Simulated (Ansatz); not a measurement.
FeCo:
```yaml
crystal:
  lattice:
    - [1.39080, -1.99057, 0.00000]
    - [1.39080, 1.99057, 0.00000]
    - [0.00000, 0.00000, 3.94323]
  atoms:
    - { symbol: Fe, position: [0.50000, 0.50000, 0.50000] }
    - { symbol: Co, position: [0.00000, 0.00000, 0.00000] }
```
The run is spin-polarised; directions of the spins, atom by atom: ↑ ↑.

Relaxed with PBEsol. Special points in fractions of this cell's reciprocal vectors: Γ (0.000, 0.000, 0.000); Y (-0.500, 0.500, 0.000); C0 (-0.372, 0.628, 0.000); Σ0 (0.372, 0.372, 0.000); Z (0.000, 0.000, 0.500); A0 (0.372, 0.372, 0.500); E0 (-0.372, 0.628, 0.500); T (-0.500, 0.500, 0.500); S (0.000, 0.500, 0.000); R (0.000, 0.500, 0.500).

### Question
List the band energies nearest the Fermi level at these points for DFT-PBEsol in the program Ansatz with PAW potentials.

### Answer
In eV from the Fermi level; about four levels below and three above (degenerate sets whole), none deeper than 8.9 eV; … stands for higher levels left out; points with the same levels are listed once.

```tsv
k	below	above
Γ ↑	-1.44 -1.34 -0.22 -0.09	6.86 …
Y ↑	-0.52 -0.49 -0.25 -0.03	6.64 9.35 …
C0 ↑	-1.48 -1.42 -1.41 -0.91	3.51 4.25 6.92
Z ↑	-1.88 -1.63 -1.56 -1.38	15.40 …
A0 ↑	-1.41 -1.29 -1.07 -1.05	6.28 6.43 6.70
T ↑	-2.15 -1.80 -0.78 -0.06	4.51 4.53 6.88
S ↑	-1.98 -1.56 -1.55 -0.94	1.46 1.95 10.58
R ↑	-0.42 -0.19 -0.07 -0.01	6.62 …
Γ ↓	-2.34 -1.16 -1.10 -0.82	0.10 0.36 0.43
Y ↓	-3.76 -3.72 -2.34 -0.08	0.71 1.13 1.20
C0 ↓	-3.35 -3.09 -2.53 -1.65	0.60 0.63 0.85
Z ↓	-1.20 -0.94 -0.26 -0.05	0.40 0.92 1.11
A0 ↓	-2.52 -2.38 -2.08 -2.06	0.73 0.80 1.28
T ↓	-2.54 -1.14 -0.47 -0.18	0.57 1.15 2.52
S ↓	-2.59 -2.12 -2.04 -1.58	0.05 0.60 1.22
R ↓	-4.27 -2.50 -2.16 -0.07	0.23 0.42 0.50
```

Space group Cmmm. The first step of the workflow began from a Materials Project structure, measured or hypothetical; the Crystallography Open Database copy checked does not list it. With Fe and Co taken as one species the cell has the higher symmetry Im-3m, so it may be an ordered model of a mixed-site phase. It is not the phase usual at ambient conditions (space group No. 221). Symmetry was held in the PBEsol relaxation; its stability against distortions is not shown here. The final state is ferromagnetic, chosen from 5 collinear starts compared on coarse meshes (ties went to the first, and starts can fall back to one state), not a proven ground state.

Potentials: the later of the program's two PAW sets.
